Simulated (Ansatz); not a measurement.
**K$_{2}$NaCrF$_{6}$ single point**

input.yaml (Ansatz 0.2.0)

```yaml
crystal:
  lattice:
    - [0.0, 4.170143, 4.170143]
    - [4.170143, 0.0, 4.170143]
    - [4.170143, 4.170143, 0.0]
  atoms:
    - { symbol: Cr, position: [0.0, 0.0, 0.0] }
    - { symbol: F, position: [0.7707, 0.2293, 0.2293] }
    - { symbol: F, position: [0.2293, 0.7707, 0.2293] }
    - { symbol: F, position: [0.2293, 0.7707, 0.7707] }
    - { symbol: F, position: [0.7707, 0.2293, 0.7707] }
    - { symbol: F, position: [0.2293, 0.2293, 0.7707] }
    - { symbol: F, position: [0.7707, 0.7707, 0.2293] }
    - { symbol: K, position: [0.25, 0.25, 0.25] }
    - { symbol: K, position: [0.75, 0.75, 0.75] }
    - { symbol: Na, position: [0.5, 0.5, 0.5] }
  symmetry: { tolerance: 0.0003 }
kpoints:
  mp_grid: { grid: [7, 7, 7], shift: [0, 0, 0] }
  band_path:
    path:
      - [0.0, 0.0, 0.0]
      - [0.5, 0.0, 0.5]
      - [0.625, 0.25, 0.625]
      - [0.375, 0.375, 0.75]
      - [0.0, 0.0, 0.0]
      - [0.5, 0.5, 0.5]
      - [0.5, 0.25, 0.75]
      - [0.5, 0.0, 0.5]
    npoints: 8
magnetization:
  spin_polarized: false
scf:
  occupations: { method: fermi_dirac }
  lower_state_search: "off"
  max_iter: 200
hamiltonian:
  pseudopotentials: { kind: paw }
  xc: pbesol
basis:
  ecutwfc: 420
  fft_grid_basis: typed
output:
  forces: true
  stress: true
  eigenvalues: true
  bader: true
  populations: true
  elf: true
  write_potential: true
  volumetric_format: npy
  dos:
    e_range: [-12, 8]
    de: 0.05
    projected: { site_lists: { Cr: [Cr], F: [F], K: [K], Na: [Na] } }
checkpoint:
  read: saved_state
```

Launched with:

```sh
ansatz run input.yaml --threads 1 --pin off --max-ram 2560MiB --backend cpu --events-out ev --progress --plain --runs-dir out
```

The run starts from an earlier solution of this cell. 

Excerpt of what it printed:

```
Pseudopotentials: kind: paw
Pseudopotential: Cr, paw, valence charge 14, recommended cutoff 420 eV (normal), Cr.paw.azcp
Pseudopotential: F, paw, valence charge 7, recommended cutoff 420 eV (normal), F.paw.azcp
Pseudopotential: K, paw, valence charge 9, recommended cutoff 420 eV (normal), K.paw.azcp
Pseudopotential: Na, paw, valence charge 9, recommended cutoff 420 eV (normal), Na.paw.azcp
Functional definition: PBEsol
  exchange = pbesol_x
  correlation = pbesol_c
Crystal: 10 atoms, lattice volume = 145.038 Å³
Basis set: ecut = 420 eV, 2741 PW (Γ), exchange–correlation on 80×80×80 points (8 copies of the dense FFT grid, shifted against one another)
Bands: 52, of which v1, the nominal top of the filled ones, is band 42 counted from 1 (41 counted from 0)
Symmetry: 48 space group operations
Space group: Fm-3m (ITA 225), of the structure as read, at distance tolerance 1.6e-3 Å
k-points: 20 of 343
Initial density: read from a saved state, or passed on in memory by an earlier SCF of this step, an earlier step, the calling program or the single point that the run made first
Functional: x = pbesol(κ = 0.804, μ = 0.1235), c = pbesol(β = 0.046)
Free energy (F): -12669.4138 eV
Harris-Foulkes:  -12669.4138 eV  (|F-HF|=4.86e-10)
Internal energy: -12669.0061 eV  (E = F + TS)
E sigma→0 (E₀):  -12669.2100 eV
Entropy (-TS):   -0.4076 eV (-40.764 meV/atom)
Fermi energy:    6.3772 eV
--- Stress (GPa, compression-positive) ---
       -1.9563       0.0000       0.0000
        0.0000      -1.9563       0.0000
        0.0000       0.0000      -1.9563
  P = ⅓ Tr σ = -1.9563 GPa (-19.563 kbar)
--- Löwdin populations: 10 sites ---
  site symbol       q [e]
     0     Cr     12.6441
     1      F      7.5863
     2      F      7.5863
     3      F      7.5863
     4      F      7.5863
     5      F      7.5863
     6      F      7.5863
     7      K      8.1618
     8      K      8.1618
     9     Na      8.2077
  spilling = 0.0037 (of n_electrons = 83.0000)
--- Bader charges: 10 sites ---
  site symbol  charge [e]  shift [e]
     0     Cr      1.8586     0.0028
     1      F     -0.7558     0.0004
     2      F     -0.7558     0.0004
     3      F     -0.7558     0.0004
     4      F     -0.7558     0.0004
     5      F     -0.7558     0.0004
     6      F     -0.7558     0.0004
     7      K      0.8914     0.0000
     8      K      0.8914     0.0000
     9     Na      0.8933     0.0006
```

Origin: a database entry at a rescaled volume. Caveats: no spin polarisation, so a magnetic state may lie lower.
